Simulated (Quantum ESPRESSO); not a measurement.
# Ge6AsAl: input and log of a self-consistent run

Computed values, not a measurement. The program is pw.x of Quantum ESPRESSO 7.5 (plane-wave density functional theory). The cell is made up: 8 atoms on a zincblende/diamond lattice, with randomly drawn elements, strain and displacements, not relaxed. PseudoDojo standard norm-conserving files (v0.5 for PBE, v0.4.1 for LDA and PBEsol) set the functional; there is no spin polarisation, spin-orbit coupling or dispersion term, and the masses in the input are unused placeholders.

Input:

```
&control calculation='scf', pseudo_dir='./dojo.nc.sr.pbe.v0_5.standard.upf', outdir='./o', disk_io='low', tprnfor=.true., tstress=.true. /
&system ibrav=0, nat=8, ntyp=3, nbnd=61, ecutwfc=84.00895049, nosym=.true., tot_charge=0,
 occupations='smearing', smearing='fd', degauss=0.0073498644
/
&electrons conv_thr=7.350e-09, electron_maxstep=60, /
ATOMIC_SPECIES
Al 1.0 Al.upf
As 1.0 As.upf
Ge 1.0 Ge.upf
CELL_PARAMETERS angstrom
5.8321 0.0022 0.0286
0.0022 5.6126 0.0494
0.0286 0.0494 5.6939
ATOMIC_POSITIONS angstrom
Ge 0.0698 0.049 0.0146
As -0.0212 2.9564 2.9398
Ge 2.9204 0.0476 2.94
Ge 3.0645 2.6692 -0.056
Al 1.5006 1.4317 1.3148
Ge 1.4471 4.2173 4.2403
Ge 4.3193 1.3682 4.3113
Ge 4.4982 4.1956 1.3372
K_POINTS automatic
6 6 6 1 1 1
```

The log is shortened where brackets say so; the opening notice, blank lines, dates and the lines on written files are dropped, and the path of the files is cut. It prints rydbergs, bohrs and kilobars, and counts compression as positive stress.

```
     Program PWSCF v.7.5
     Parallel version (MPI & OpenMP), running on       4 processor cores
     Number of MPI processes:                 4
     Threads/MPI process:                     1
     [start-up lines left out]
     bravais-lattice index     =            0
     lattice parameter (alat)  =      11.0212  a.u.
     unit-cell volume          =    1257.6262 (a.u.)^3
     number of atoms/cell      =            8
     number of atomic types    =            3
     number of electrons       =       102.00
     number of Kohn-Sham states=           61
     kinetic-energy cutoff     =      84.0090  Ry
     charge density cutoff     =     336.0358  Ry
     scf convergence threshold =      7.3E-09
     mixing beta               =       0.7000
     number of iterations used =            8  plain     mixing
     Exchange-correlation= PBE
                           (   1   4   3   4   0   0   0)
     [axes and pseudopotential details left out]
   Cartesian axes
     site n.     atom                  positions (alat units)
         1        Ge     tau(   1) = (   0.0119681   0.0084017   0.0025034  )
         2        As     tau(   2) = (  -0.0036350   0.5069125   0.5040662  )
         3        Ge     tau(   3) = (   0.5007398   0.0081616   0.5041005  )
         4        Ge     tau(   4) = (   0.5254476   0.4576684  -0.0096019  )
         5        Al     tau(   5) = (   0.2572970   0.2454832   0.2254392  )
         6        Ge     tau(   6) = (   0.2481237   0.7231099   0.7270535  )
         7        Ge     tau(   7) = (   0.7405991   0.2345953   0.7392274  )
         8        Ge     tau(   8) = (   0.7712737   0.7193891   0.2292800  )
     number of k points=   108  Fermi-Dirac smearing, width (Ry)=  0.0073
     Number of k-points >= 100: set verbosity='high' to print them.
     Dense  grid:   130837 G-vectors     FFT dimensions: (  72,  64,  64)
     Estimated max dynamical RAM per process >     610.88 MB
     Estimated total dynamical RAM >       2.29 GB
     Initial potential from superposition of free atoms
     starting charge     101.9924, renormalised to     102.0000
     Starting wfcs are   67 randomized atomic wfcs
     total cpu time spent up to now is       10.4 secs
     per-process dynamical memory:   526.6 Mb
     Self-consistent Calculation
     iteration #  1     ecut=    84.01 Ry     beta= 0.70
     Davidson diagonalization with overlap
     ethr =  1.00E-02,  avg # of iterations =  3.3
     Threshold (ethr) on eigenvalues was too large:
     Diagonalizing with lowered threshold
     Davidson diagonalization with overlap
     ethr =  1.52E-04,  avg # of iterations =  7.1
     total cpu time spent up to now is       71.3 secs
     total energy              =   -1288.53469311 Ry
     estimated scf accuracy    <       0.16869234 Ry
     iteration #  2     ecut=    84.01 Ry     beta= 0.70
     Davidson diagonalization with overlap
     ethr =  1.65E-04,  avg # of iterations =  2.1
     total cpu time spent up to now is       94.7 secs
     total energy              =   -1288.53785708 Ry
     estimated scf accuracy    <       0.04928079 Ry
     iteration #  3     ecut=    84.01 Ry     beta= 0.70
     Davidson diagonalization with overlap
     ethr =  4.83E-05,  avg # of iterations =  2.6
     total cpu time spent up to now is      120.2 secs
     total energy              =   -1288.55188554 Ry
     estimated scf accuracy    <       0.02492431 Ry
     iteration #  4     ecut=    84.01 Ry     beta= 0.70
     Davidson diagonalization with overlap
     ethr =  2.44E-05,  avg # of iterations =  2.1
     total cpu time spent up to now is      142.9 secs
     total energy              =   -1288.55650436 Ry
     estimated scf accuracy    <       0.00070982 Ry
     iteration #  5     ecut=    84.01 Ry     beta= 0.70
     Davidson diagonalization with overlap
     ethr =  6.96E-07,  avg # of iterations =  7.5
     total cpu time spent up to now is      173.2 secs
     total energy              =   -1288.55670302 Ry
     estimated scf accuracy    <       0.00008376 Ry
     iteration #  6     ecut=    84.01 Ry     beta= 0.70
     Davidson diagonalization with overlap
     ethr =  8.21E-08,  avg # of iterations =  2.8
     total cpu time spent up to now is      197.0 secs
     total energy              =   -1288.55672313 Ry
     estimated scf accuracy    <       0.00002364 Ry
     iteration #  7     ecut=    84.01 Ry     beta= 0.70
     Davidson diagonalization with overlap
     ethr =  2.32E-08,  avg # of iterations =  2.0
     total cpu time spent up to now is      220.3 secs
     total energy              =   -1288.55672801 Ry
     estimated scf accuracy    <       0.00000162 Ry
     iteration #  8     ecut=    84.01 Ry     beta= 0.70
     Davidson diagonalization with overlap
     ethr =  1.58E-09,  avg # of iterations =  3.3
     total cpu time spent up to now is      246.0 secs
     total energy              =   -1288.55672838 Ry
     estimated scf accuracy    <       0.00000020 Ry
     iteration #  9     ecut=    84.01 Ry     beta= 0.70
     Davidson diagonalization with overlap
     ethr =  1.96E-10,  avg # of iterations =  2.1
     total cpu time spent up to now is      270.5 secs
     total energy              =   -1288.55672843 Ry
     estimated scf accuracy    <       0.00000002 Ry
     iteration # 10     ecut=    84.01 Ry     beta= 0.70
     Davidson diagonalization with overlap
     ethr =  2.05E-11,  avg # of iterations =  2.8
     total cpu time spent up to now is      297.3 secs
     End of self-consistent calculation
     Number of k-points >= 100: set verbosity='high' to print the bands.
     the Fermi energy is     8.5903 ev
!    total energy              =   -1288.55672844 Ry
     estimated scf accuracy    <          3.9E-09 Ry
     smearing contrib. (-TS)   =      -0.00204168 Ry
     internal energy E=F+TS    =   -1288.55468676 Ry
     The total energy is F=E-TS. E is the sum of the following terms:
     one-electron contribution =    -741.01392446 Ry
     hartree contribution      =     433.00367461 Ry
     xc contribution           =    -311.55793699 Ry
     ewald contribution        =    -668.98649992 Ry
     convergence has been achieved in  10 iterations
     Forces acting on atoms (cartesian axes, Ry/au):
     atom    1 type  3   force =     0.00385506   -0.00614549   -0.03261276
     atom    2 type  2   force =     0.00269861   -0.07378229   -0.05441478
     atom    3 type  3   force =    -0.00822103   -0.01342394   -0.08594307
     atom    4 type  3   force =    -0.05871114    0.06980880    0.04435323
     atom    5 type  1   force =     0.00961221    0.01332756    0.06117736
     atom    6 type  3   force =     0.04132323    0.01953566    0.06358543
     atom    7 type  3   force =     0.06972066   -0.02849809   -0.02394012
     atom    8 type  3   force =    -0.06027761    0.01917780    0.02779470
     Total force =     0.220488     Total SCF correction =     0.000298
     Computing stress (Cartesian axis) and pressure
          total   stress  (Ry/bohr**3)                   (kbar)     P=       39.63
   0.00020775   0.00018507   0.00000559           30.56       27.23        0.82
   0.00018507   0.00031848   0.00003072           27.23       46.85        4.52
   0.00000559   0.00003072   0.00028193            0.82        4.52       41.47
     init_run     :      9.83s CPU     10.34s WALL (       1 calls)
     electrons    :    280.60s CPU    286.86s WALL (       1 calls)
     forces       :      3.90s CPU      3.91s WALL (       1 calls)
     stress       :     13.27s CPU     13.71s WALL (       1 calls)
     [timing details left out]
     PWSCF        :   5m 7.89s CPU   5m15.21s WALL
     JOB DONE.
```

In other units: free energy -17531.707 eV for the cell, pressure 3.96 GPa, largest force component 2.210 eV/Å. A rerun of this cell at 1437 eV and a 8 x 8 x 8 mesh moved values by no more than 0.002 eV in energy, 0.03 GPa in stress and 0.008 eV/Å in force.